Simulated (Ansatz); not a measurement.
LaFeGe$_{3}$:
```yaml
crystal:
  lattice:
    - [-2.15052, 2.15052, 4.93910]
    - [2.15052, -2.15052, 4.93910]
    - [2.15052, 2.15052, -4.93910]
  atoms:
    - { symbol: La, position: [0.99901, 0.99901, 0.00000] }
    - { symbol: Fe, position: [0.66445, 0.66445, 0.00000] }
    - { symbol: Ge, position: [0.43665, 0.43665, 0.00000] }
    - { symbol: Ge, position: [0.75514, 0.25514, 0.50000] }
    - { symbol: Ge, position: [0.25514, 0.75514, 0.50000] }
```

Relaxed with PBEsol. Special points in fractions of this cell's reciprocal vectors: Γ (0.000, 0.000, 0.000); X (0.000, 0.000, 0.500); P (0.250, 0.250, 0.250); N (0.000, 0.500, 0.000); M (0.500, 0.500, -0.500); S (0.297, 0.703, -0.297); S0 (-0.297, 0.297, 0.297); R (-0.095, 0.095, 0.500); G (0.500, 0.500, -0.095).

### Question
List the band energies nearest the Fermi level at these points for PBEsol in the plane-wave PAW code Ansatz.

### Answer
In eV from the Fermi level; about four levels below and three above (degenerate sets whole), none deeper than 8.9 eV; points with the same levels are listed once.

```
k                    below           above
-  -----------------------  --------------
Γ  -1.13 -1.04 -0.56 -0.56  0.25 0.25 1.18
X  -1.39 -1.21 -0.55 -0.49  1.88 2.12 2.14
P  -1.08 -0.94 -0.94 -0.70  1.33 2.09 2.09
N  -1.64 -1.28 -1.28 -0.85  0.15 0.68 1.43
M  -1.28 -1.28 -1.03 -1.00  0.29 1.07 1.07
S  -2.01 -1.45 -1.42 -0.68  0.31 1.08 1.83
R  -1.25 -1.22 -0.55 -0.38  1.73 2.07 2.08
```

Space group I4mm. The workflow started from an entry of the Crystallography Open Database (COD, 295 K). Its standing as an ambient phase is unchecked. The cell was relaxed with PBEsol under the symmetry of its start; its stability against distortions is not shown here. The workflow began spin-polarised and lost its moments. The cell computed holds one magnetic atom, so no antiferromagnetic order was within reach. Spin–orbit coupling is left out wherever it is not named.

Potentials: the later of the program's two PAW sets.
